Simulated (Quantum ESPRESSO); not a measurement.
# Moving one atom in AlGaMgS4

The results below are calculated, not measured. They come from pw.x of Quantum ESPRESSO 7.5, a plane-wave density functional program, with PseudoDojo standard norm-conserving files (v0.5 for PBE, v0.4.1 for LDA and PBEsol). The cells are made up: elements, strain and atom displacements were drawn at random, and nothing was relaxed. There is no spin polarisation, spin-orbit coupling or dispersion term.

The cell has 8 sites of a zincblende or diamond lattice. Sites 1 to 4 hold Al Ga empty Mg; sites 5 to 8 hold S S S S. Cell vectors in Å: (5.513, 0.000, 0.000); (0.000, 5.513, 0.000); (0.000, 0.000, 5.513). Settings: PBE, cutoff 1143 eV, 4 x 4 x 4 k mesh shifted by half a step, Fermi-Dirac smearing of 0.025 eV.

Each run shifts the Mg atom on site 4 along y and leaves all else fixed. Site 7 is one of its nearest neighbours. E is the free energy of the cell above the lowest run shown. The last column is band 26 less band 25 at Gamma, from a band step after each run.

| run | shift (Å) | Fy on site 4 (eV/Å) | Fy on site 7 (eV/Å) | P (GPa) | E (meV) | level step at Gamma (eV) |
| --- | --- | --- | --- | --- | --- | --- |
| 1 | -0.0940 | 1.506 | -0.818 | -1.82 | 142.3 | 1.629 |
| 2 | -0.0730 | 1.337 | -0.764 | -1.89 | 112.5 | 1.634 |
| 3 | 0.0054 | 0.714 | -0.570 | -2.11 | 31.8 | 1.645 |
| 4 | 0.0337 | 0.490 | -0.503 | -2.17 | 14.9 | 1.646 |
| 5 | 0.0554 | 0.321 | -0.453 | -2.21 | 6.1 | 1.646 |
| 7 | 0.1046 | -0.073 | -0.342 | -2.27 | 0.0 | 1.643 |
| 6 | 0.0712 | ? | ? | ? | ? | ? |

A rerun of one of these cells at 1437 eV and k mesh 6 x 6 x 6 moved values by no more than 0.002 eV in the cell's energy, 0.02 GPa in stress and 0.002 eV/Å in force.

## Worked fit

A parabola through the six runs shown gives Fy on site 4 = 0.758 - 7.94 u + 0.1 u² eV/Å, with u in Å and a scatter of 0.003 eV/Å. Minus the slope, 7.94 ± 0.07 eV/Å², is this atom's force constant along y at u = 0, with its periodic images moving too. The fitted force vanishes at u = 0.096 Å, where the energy should be lowest along this line. The error is the larger of the fit's own and the change that a cubic makes, rounded up.

## Withheld run

Question: what Fy on site 4 should run 6 give?

The fit gives 0.193 eV/Å. The calculation gave 0.194 eV/Å.

| run | shift (Å) | Fy on site 4 (eV/Å) | Fy on site 7 (eV/Å) | P (GPa) | E (meV) | level step at Gamma (eV) |
| --- | --- | --- | --- | --- | --- | --- |
| 6 | 0.0712 | 0.194 | -0.417 | -2.23 | 2.0 | 1.646 |